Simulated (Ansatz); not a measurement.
Input for Ansatz (plane-wave DFT, PAW):

```yaml
crystal:
  lattice:
    - [3.1966985242, 0.0, 0.0]
    - [-1.5983492621, 2.7684221302, 0.0]
    - [0.0, 0.0, 5.0578]
  atoms:
    - { symbol: Hf, position: [0.3313421894, 0.6796018328, 0.2506801376] }
    - { symbol: Hf, position: [0.6666666667, 0.3333333333, 0.75] }
basis:
  ecutwfc: 420
kpoints:
  mp_grid: { grid: [15, 15, 8] }
hamiltonian:
  xc: pbesol
scf:
  occupations: { method: gaussian, width: 0.1 }
output:
  forces: true
  stress: true
  eigenvalues: true
```

It can be run as
```bash
ansatz run input.yaml --threads 1 --pin off --backend cpu --events-out ev --progress --plain --runs-dir out  # memory cap (--max-ram) not shown
```

Method: DFT PBEsol, scalar-relativistic, plane waves, PAW (Ansatz 0.2.0).

Abridged output (iterations and final results):

```
SCF iter   1: F=—  HF=-31196.033569 eV  |F-HF|=—  |Δ(HF+E_count)|=         —  Δρ=3.05e-3  dr2=1.94e-3  ethr=1.77e-3  ⟨swp⟩=4.4  Hψ=94952  notcnv=0
SCF iter   2: F=—  HF=-31196.033950 eV  |F-HF|=—  |Δ(HF+E_count)|=   3.81e-4  Δρ=1.80e-3  dr2=6.61e-4  ethr=3.73e-6  ⟨swp⟩=2.3  Hψ=57324  notcnv=0
SCF iter   3: F=—  HF=-31196.034136 eV  |F-HF|=—  |Δ(HF+E_count)|=   1.86e-4  Δρ=6.20e-4  dr2=1.35e-4  ethr=1.27e-6  ⟨swp⟩=2.1  Hψ=44629  notcnv=0
SCF iter   4: F=—  HF=-31196.034084 eV  |F-HF|=—  |Δ(HF+E_count)|=   5.18e-5  Δρ=1.68e-4  dr2=9.41e-6  ethr=2.60e-7  ⟨swp⟩=2.0  Hψ=50692  notcnv=0
SCF iter   5: F=—  HF=-31196.034093 eV  |F-HF|=—  |Δ(HF+E_count)|=   8.90e-6  Δρ=3.11e-5  dr2=3.10e-7  ethr=1.81e-8  ⟨swp⟩=2.0  Hψ=51294  notcnv=0
SCF iter   6: F=-31196.034093 eV  HF=-31196.034093 eV  |F-HF|=5.59e-8  |Δ(HF+E_count)|=   5.41e-8  Δρ=1.58e-5  dr2=8.37e-8  ethr=1.92e-10  ⟨swp⟩=7.8  Hψ=137451  notcnv=0
SCF 1 converged in 6 iterations: F = -31196.034093 eV  dr2 = 8.37e-8
SCF converged after 6 iterations
Free energy (F): -31196.034093 eV
Harris-Foulkes:  -31196.034093 eV  (|F-HF|=5.59e-8)
Internal energy: -31196.026654 eV  (E = F + TS)
E sigma→0 (E₀):  -31196.030373 eV
Entropy (-TS):   -0.007439 eV (-3.720 meV/atom)
Fermi energy:    19.738913 eV
--- Per-component energies (eV) ---
  E_band       = 64.818563
  E_kinetic    = 848.482394
  E_local      = -10157.700788  (includes V_loc(G=0)·N_el)
  E_nonlocal   = -2477.481253
  E_hartree    = 4772.563946
  E_xc         = -595.241492
  E_vxc        = -531.565004  (∫ρ·V_xc dr)
  E_paw        = -13614.586579  (= ΣΔE_a)
  E_vpaw       = 2837.982377  (= ΣTr[D̂ρ^β])
  E_aug_tail   = -0.000003  (compensation charges beyond the density's cutoff)
  E_ewald      = -9974.565063
  E_core_change = 2.502183  (= ΣΔE_core)
  E_smearing   = -0.007439  (= −TS)
--- Forces (eV/Å), atoms counted from 1 ---
  atom   1  Hf     0.05373270    -0.07344088    -0.00934799
  atom   2  Hf    -0.05373270     0.07344088     0.00934799
--- Stress (GPa, compression-positive) ---
       -4.037630       0.232825      -0.003494
        0.232825      -3.383316       0.005001
       -0.003494       0.005001      -3.850825
  P = ⅓ Tr σ = -3.7573 GPa (-37.573 kbar)
--- Band table (eV; the first three rows and the last of 901) ---
  k-point 0: bands = ["-42.1470", "-42.0753", "-11.2924", "-10.5514", "-10.5365", "-10.4203", "-10.4173", "-10.4097", "7.8781", "7.9110", "7.9122", "7.9135", "7.9138", "7.9171", "7.9206", "7.9243", "7.9258", "7.9338", "7.9508", "7.9539", "7.9953", "7.9989", "12.3543", "16.0166", "20.3981", "20.8637", "20.9228", "21.1488", "21.6786", "21.7642", "22.2335", "22.4617"]
  k-point 1: bands = ["-42.1443", "-42.0780", "-11.2613", "-10.5462", "-10.5322", "-10.4529", "-10.4248", "-10.4151", "7.8787", "7.9024", "7.9054", "7.9152", "7.9164", "7.9200", "7.9214", "7.9233", "7.9273", "7.9349", "7.9540", "7.9564", "7.9954", "7.9987", "12.4984", "15.9413", "20.1922", "20.7853", "20.8366", "21.0268", "21.5567", "21.6448", "22.4714", "22.6974"]
  k-point 2: bands = ["-42.1366", "-42.0859", "-11.1717", "-10.5550", "-10.5303", "-10.5188", "-10.4374", "-10.4306", "7.8807", "7.8965", "7.8987", "7.9082", "7.9112", "7.9124", "7.9196", "7.9356", "7.9358", "7.9392", "7.9585", "7.9597", "7.9958", "7.9984", "12.9153", "15.6579", "19.8292", "20.6790", "20.6992", "20.7049", "21.2745", "21.3613", "23.0376", "23.2554"]
  k-point 900: bands = ["-42.0885", "-42.0641", "-11.1207", "-10.9795", "-10.8856", "-10.7182", "-10.6097", "-10.5244", "7.8812", "7.8911", "7.9038", "7.9132", "7.9215", "7.9262", "7.9333", "7.9367", "7.9427", "7.9435", "7.9518", "7.9682", "7.9694", "7.9712", "16.1429", "17.1917", "17.8213", "18.7600", "20.5196", "20.7247", "21.1890", "24.8984", "25.2892", "25.4540"]
```

Self-consistency was reached.

Spin–orbit coupling is left out, which can shift energies with elements as heavy as these.